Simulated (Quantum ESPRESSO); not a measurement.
# Si3O4NF: finding a planted mistake in a log

Computed values, not a measurement. The program is pw.x of Quantum ESPRESSO 7.5 (plane-wave density functional theory). The cell is made up: 9 atoms on a quartz lattice, with randomly drawn elements, strain and displacements, not relaxed. PseudoDojo standard norm-conserving files (v0.5 for PBE, v0.4.1 for LDA and PBEsol) set the functional; there is no spin polarisation, spin-orbit coupling or dispersion term, and the masses in the input are unused placeholders.

Intended input:

```
&control calculation='scf', pseudo_dir='./dojo.nc.sr.pbe.v0_5.standard.upf', outdir='./o', disk_io='low', tprnfor=.true., tstress=.true. /
&system ibrav=0, nat=9, ntyp=4, nbnd=30, ecutwfc=84.00895049, nosym=.true., tot_charge=0,
 occupations='smearing', smearing='fd', degauss=0.0018374661
/
&electrons conv_thr=7.350e-09, electron_maxstep=60, /
ATOMIC_SPECIES
F 1.0 F.upf
N 1.0 N.upf
O 1.0 O.upf
Si 1.0 Si.upf
CELL_PARAMETERS angstrom
5.0765 -0.0459 -0.0023
-2.578 4.345 0.0209
-0.0025 0.0251 5.5951
ATOMIC_POSITIONS angstrom
Si 2.1893 -0.0866 3.6222
Si -1.2923 2.0996 1.8417
Si 1.2752 2.2393 -0.0263
O 1.2923 1.3308 4.4581
O 3.4386 0.6066 2.4219
O 2.836 2.4882 0.8664
N 0.3411 1.7893 1.1829
F -1.2528 3.2547 3.0598
O 0.9926 3.8795 4.9885
K_POINTS automatic
5 5 4 1 1 1
```

The log is shortened where brackets say so; the opening notice, blank lines, dates and the lines on written files are dropped, and the path of the files is cut. It prints rydbergs, bohrs and kilobars, and counts compression as positive stress. Where no state is partly filled, the Fermi energy that it prints is only some level between the filled and the empty states on the mesh, and need not lie in the true gap.

Log of the intended run:

```
     Program PWSCF v.7.5
     Parallel version (MPI & OpenMP), running on       4 processor cores
     Number of MPI processes:                 4
     Threads/MPI process:                     1
     [start-up lines left out]
     bravais-lattice index     =            0
     lattice parameter (alat)  =       9.5936  a.u.
     unit-cell volume          =     828.3494 (a.u.)^3
     number of atoms/cell      =            9
     number of atomic types    =            4
     number of electrons       =        48.00
     number of Kohn-Sham states=           30
     kinetic-energy cutoff     =      84.0090  Ry
     charge density cutoff     =     336.0358  Ry
     scf convergence threshold =      7.3E-09
     mixing beta               =       0.7000
     number of iterations used =            8  plain     mixing
     Exchange-correlation= PBE
                           (   1   4   3   4   0   0   0)
     [axes and pseudopotential details left out]
   Cartesian axes
     site n.     atom                  positions (alat units)
         1        Si     tau(   1) = (   0.4312440  -0.0170583   0.7134939  )
         2        Si     tau(   2) = (  -0.2545547   0.4135751   0.3627745  )
         3        Si     tau(   3) = (   0.2511864   0.4410929  -0.0051805  )
         4        O      tau(   4) = (   0.2545547   0.2621384   0.8781478  )
         5        O      tau(   5) = (   0.6773287   0.1194869   0.4770611  )
         6        O      tau(   6) = (   0.5586297   0.4901208   0.1706618  )
         7        N      tau(   7) = (   0.0671892   0.3524528   0.2330053  )
         8        F      tau(   8) = (  -0.2467741   0.6411044   0.6027134  )
         9        O      tau(   9) = (   0.1955204   0.7641763   0.9826250  )
     number of k points=    50  Fermi-Dirac smearing, width (Ry)=  0.0018
                       cart. coord. in units 2pi/alat
        k(    1) = (   0.1016520   0.1766110   0.1126717), wk =   0.0400000
        k(    2) = (   0.1017454   0.1755753   0.3395137), wk =   0.0400000
     [further k points left out]
     Dense  grid:    86159 G-vectors     FFT dimensions: (  60,  60,  64)
     Estimated max dynamical RAM per process >     175.27 MB
     Estimated total dynamical RAM >     637.96 MB
     Initial potential from superposition of free atoms
     starting charge      47.9981, renormalised to      48.0000
     Starting wfcs are   36 randomized atomic wfcs
     total cpu time spent up to now is        3.5 secs
     per-process dynamical memory:   137.8 Mb
     Self-consistent Calculation
     iteration #  1     ecut=    84.01 Ry     beta= 0.70
     Davidson diagonalization with overlap
     ethr =  1.00E-02,  avg # of iterations =  3.0
     total cpu time spent up to now is        9.0 secs
     total energy              =    -226.46350920 Ry
     estimated scf accuracy    <       3.15400344 Ry
     iteration #  2     ecut=    84.01 Ry     beta= 0.70
     Davidson diagonalization with overlap
     ethr =  6.57E-03,  avg # of iterations =  3.2
     total cpu time spent up to now is       14.2 secs
     total energy              =    -226.20440154 Ry
     estimated scf accuracy    <       7.05448510 Ry
     [iterations 3 to 11 left out]
     iteration # 12     ecut=    84.01 Ry     beta= 0.70
     Davidson diagonalization with overlap
     ethr =  8.73E-10,  avg # of iterations =  2.0
     total cpu time spent up to now is       61.0 secs
     total energy              =    -227.86086208 Ry
     estimated scf accuracy    <       0.00000009 Ry
     iteration # 13     ecut=    84.01 Ry     beta= 0.70
     Davidson diagonalization with overlap
     ethr =  1.89E-10,  avg # of iterations =  3.0
     total cpu time spent up to now is       65.4 secs
     End of self-consistent calculation
     [lines on levels left out]
     the Fermi energy is     5.2071 ev
!    total energy              =    -227.86086210 Ry
     estimated scf accuracy    <          5.9E-09 Ry
     smearing contrib. (-TS)   =      -0.00000000 Ry
     internal energy E=F+TS    =    -227.86086210 Ry
     The total energy is F=E-TS. E is the sum of the following terms:
     one-electron contribution =    -110.10604741 Ry
     hartree contribution      =      79.54413004 Ry
     xc contribution           =     -60.60272888 Ry
     ewald contribution        =    -136.69621584 Ry
     convergence has been achieved in  13 iterations
     Forces acting on atoms (cartesian axes, Ry/au):
     atom    1 type  4   force =     0.43496845    0.45592674    0.25009792
     atom    2 type  4   force =     0.38822499   -0.27998119   -0.05591018
     atom    3 type  4   force =     0.03450992    0.30236250    0.30276327
     atom    4 type  3   force =     0.09949898   -0.35428354   -0.36711016
     atom    5 type  3   force =    -0.14404362   -0.09780340    0.15846431
     atom    6 type  3   force =    -0.29847048    0.14507027   -0.29724572
     atom    7 type  2   force =    -0.17207468    0.01889097    0.16002423
     atom    8 type  1   force =    -0.22247746   -0.15885750   -0.03542047
     atom    9 type  3   force =    -0.12013609   -0.03132485   -0.11566318
     Total force =     1.249231     Total SCF correction =     0.000093
     Computing stress (Cartesian axis) and pressure
          total   stress  (Ry/bohr**3)                   (kbar)     P=       81.87
  -0.00026824   0.00069454   0.00065666          -39.46      102.17       96.60
   0.00069454   0.00092781   0.00065022          102.17      136.49       95.65
   0.00065666   0.00065022   0.00101003           96.60       95.65      148.58
     init_run     :      3.10s CPU      3.27s WALL (       1 calls)
     electrons    :     60.57s CPU     61.93s WALL (       1 calls)
     forces       :      0.91s CPU      0.95s WALL (       1 calls)
     stress       :      2.91s CPU      2.91s WALL (       1 calls)
     [timing details left out]
     PWSCF        :   1m 7.73s CPU   1m 9.35s WALL
     JOB DONE.
```

A second run was made from an input with one planted mistake. Its log:

```
     Program PWSCF v.7.5
     Parallel version (MPI & OpenMP), running on       4 processor cores
     Number of MPI processes:                 4
     Threads/MPI process:                     1
     [start-up lines left out]
     bravais-lattice index     =            0
     lattice parameter (alat)  =       9.5936  a.u.
     unit-cell volume          =     828.3494 (a.u.)^3
     number of atoms/cell      =            9
     number of atomic types    =            4
     number of electrons       =        48.00
     number of Kohn-Sham states=           30
     kinetic-energy cutoff     =      84.0090  Ry
     charge density cutoff     =     336.0358  Ry
     scf convergence threshold =      1.5E-02
     mixing beta               =       0.7000
     number of iterations used =            8  plain     mixing
     Exchange-correlation= PBE
                           (   1   4   3   4   0   0   0)
     [axes and pseudopotential details left out]
   Cartesian axes
     site n.     atom                  positions (alat units)
         1        Si     tau(   1) = (   0.4312440  -0.0170583   0.7134939  )
         2        Si     tau(   2) = (  -0.2545547   0.4135751   0.3627745  )
         3        Si     tau(   3) = (   0.2511864   0.4410929  -0.0051805  )
         4        O      tau(   4) = (   0.2545547   0.2621384   0.8781478  )
         5        O      tau(   5) = (   0.6773287   0.1194869   0.4770611  )
         6        O      tau(   6) = (   0.5586297   0.4901208   0.1706618  )
         7        N      tau(   7) = (   0.0671892   0.3524528   0.2330053  )
         8        F      tau(   8) = (  -0.2467741   0.6411044   0.6027134  )
         9        O      tau(   9) = (   0.1955204   0.7641763   0.9826250  )
     number of k points=    50  Fermi-Dirac smearing, width (Ry)=  0.0018
                       cart. coord. in units 2pi/alat
        k(    1) = (   0.1016520   0.1766110   0.1126717), wk =   0.0400000
        k(    2) = (   0.1017454   0.1755753   0.3395137), wk =   0.0400000
     [further k points left out]
     Dense  grid:    86159 G-vectors     FFT dimensions: (  60,  60,  64)
     Estimated max dynamical RAM per process >     175.27 MB
     Estimated total dynamical RAM >     637.96 MB
     Initial potential from superposition of free atoms
     starting charge      47.9981, renormalised to      48.0000
     Starting wfcs are   36 randomized atomic wfcs
     total cpu time spent up to now is        3.4 secs
     per-process dynamical memory:   137.8 Mb
     Self-consistent Calculation
     iteration #  1     ecut=    84.01 Ry     beta= 0.70
     Davidson diagonalization with overlap
     ethr =  1.00E-02,  avg # of iterations =  3.0
     total cpu time spent up to now is        8.8 secs
     total energy              =    -226.46350920 Ry
     estimated scf accuracy    <       3.15400344 Ry
     iteration #  2     ecut=    84.01 Ry     beta= 0.70
     Davidson diagonalization with overlap
     ethr =  6.57E-03,  avg # of iterations =  3.2
     total cpu time spent up to now is       13.9 secs
     total energy              =    -226.20440154 Ry
     estimated scf accuracy    <       7.05448510 Ry
     [iterations 3 to 4 left out]
     iteration #  5     ecut=    84.01 Ry     beta= 0.70
     Davidson diagonalization with overlap
     ethr =  3.47E-04,  avg # of iterations =  2.6
     total cpu time spent up to now is       26.4 secs
     total energy              =    -227.85641359 Ry
     estimated scf accuracy    <       0.01812764 Ry
     iteration #  6     ecut=    84.01 Ry     beta= 0.70
     Davidson diagonalization with overlap
     ethr =  3.78E-05,  avg # of iterations =  8.6
     total cpu time spent up to now is       32.4 secs
     End of self-consistent calculation
     [lines on levels left out]
     the Fermi energy is     5.2168 ev
!    total energy              =    -227.85929771 Ry
     estimated scf accuracy    <       0.00299975 Ry
     smearing contrib. (-TS)   =      -0.00000000 Ry
     internal energy E=F+TS    =    -227.85929771 Ry
     The total energy is F=E-TS. E is the sum of the following terms:
     one-electron contribution =    -110.09974902 Ry
     hartree contribution      =      79.53949415 Ry
     xc contribution           =     -60.60282700 Ry
     ewald contribution        =    -136.69621584 Ry
     convergence has been achieved in   6 iterations
     Forces acting on atoms (cartesian axes, Ry/au):
     atom    1 type  4   force =     0.43441820    0.45796235    0.24795227
     atom    2 type  4   force =     0.38868188   -0.27793676   -0.05143601
     atom    3 type  4   force =     0.03701874    0.30504815    0.30070137
     atom    4 type  3   force =     0.09932979   -0.35033570   -0.36005445
     atom    5 type  3   force =    -0.14339357   -0.09621304    0.15726443
     atom    6 type  3   force =    -0.30020710    0.14602985   -0.30037867
     atom    7 type  2   force =    -0.17182112    0.01862537    0.16063208
     atom    8 type  1   force =    -0.22345585   -0.16288769   -0.04065871
     atom    9 type  3   force =    -0.12057098   -0.04029254   -0.11402231
     Total force =     1.247863     Total SCF correction =     0.041832
     Computing stress (Cartesian axis) and pressure
          total   stress  (Ry/bohr**3)                   (kbar)     P=       78.97
  -0.00026659   0.00071008   0.00066071          -39.22      104.46       97.19
   0.00071008   0.00087661   0.00067832          104.46      128.95       99.78
   0.00066071   0.00067832   0.00100050           97.19       99.78      147.18
     init_run     :      3.15s CPU      3.32s WALL (       1 calls)
     electrons    :     28.69s CPU     29.03s WALL (       1 calls)
     forces       :      0.88s CPU      0.91s WALL (       1 calls)
     stress       :      2.82s CPU      2.83s WALL (       1 calls)
     [timing details left out]
     PWSCF        :     35.64s CPU     36.24s WALL
     JOB DONE.
```

Question: what was wrong in the second input?

Answer: the self-consistency threshold is too loose. The input lines that differ, file-writing options aside:

```
- &electrons conv_thr=7.350e-09, electron_maxstep=60, /
+ &electrons conv_thr=1.470e-02, electron_maxstep=60, /
```

|  | intended run | run with the mistake |
| --- | --- | --- |
| free energy (eV) | -3100.205 | -3100.184 |
| smearing term -TS (eV) | 0.0000 | 0.0000 |
| pressure (GPa) | 8.19 | 7.90 |
| largest force component (eV/Å) | 11.722 | 11.775 |
| largest change of a force component (eV/Å) |  | 0.231 |
| iterations | 13 | 6 |

For scale, a rerun of the intended cell at 1437 eV and a 7 x 7 x 6 mesh moved values by no more than 0.002 eV in energy, 0.02 GPa in stress and 0.002 eV/Å in force.